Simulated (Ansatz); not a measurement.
Convergence test, VN2

Level of theory: Ansatz 0.2.0, DFT PBE, scalar-relativistic, plane waves, PAW.

```yaml
crystal:
  lattice:
    - [-2.19202, 2.19918, 2.48066]
    - [2.15573, -2.21829, 2.46583]
    - [2.16030, 2.18657, -2.49716]
  atoms:
    - { symbol: V, position: [0.21657, 0.22596, 0.95640] }
    - { symbol: V, position: [0.73531, 0.74276, 0.97803] }
    - { symbol: N, position: [0.10909, 0.61171, 0.71499] }
    - { symbol: N, position: [0.62785, 0.88406, 0.49312] }
    - { symbol: N, position: [0.86686, 0.35896, 0.24898] }
    - { symbol: N, position: [0.36632, 0.10696, 0.49915] }
```

```json
{
  "Γ-centred k-mesh": "10×10×10",
  "occupation rule": "Gaussian smearing, 0.1 eV",
  "spin treatment": "unpolarised",
  "valence charge of the PAW sets": "V 13, N 5"
}
```

The atoms are held and the plane-wave cutoff is swept. Energies are extrapolated to zero smearing and count from the reference run, 600 eV. The cell was strained and its atoms displaced at random, so that forces don't vanish. Pressure is positive in compression and holds a correction for the finite cutoff (Pulay stress).

Times are rough; the reference took 99 s on 1 thread of Intel(R) Xeon(R) Platinum 8259CL CPU @ 2.50GHz (Skylake/Cascade Lake), on a shared host, peak memory 1.1 GiB.

**Question.** Tried: 200, 250, 300, 350, 420, 600 eV. From which plane-wave cutoff on does the energy per atom stay within 100, 10 and 1 meV of the reference?

**Answer.** 350 for 100 meV, 420 for 10 meV, none but the reference for 1 meV. The reference itself isn't shown to be converged. At 420 eV, where the energy is within 10 meV, force components already agree to within 0.001 eV/Å, where the largest force is 2.930 eV/Å.

| cutoff (eV) | ΔE (meV/atom) | P (GPa) | largest change of a force component (eV/Å) | plane waves at Γ | wall time (s) |
| --- | --- | --- | --- | --- | --- |
| 200 | 4327 | -19.81 | 3.078 | 305 | 33 |
| 250 | 1147 | -6.50 | 0.982 | 407 | 38 |
| 300 | 253 | -3.50 | 0.153 | 565 | 47 |
| 350 | 46.8 | -3.93 | 0.022 | 693 | 50 |
| 420 | 4.11 | -4.41 | 0.001 | 921 | 77 |
| 600 | 0.00 | -4.48 | 0.000 | 1555 | 99 |

7 further runs of this set didn't finish or converge.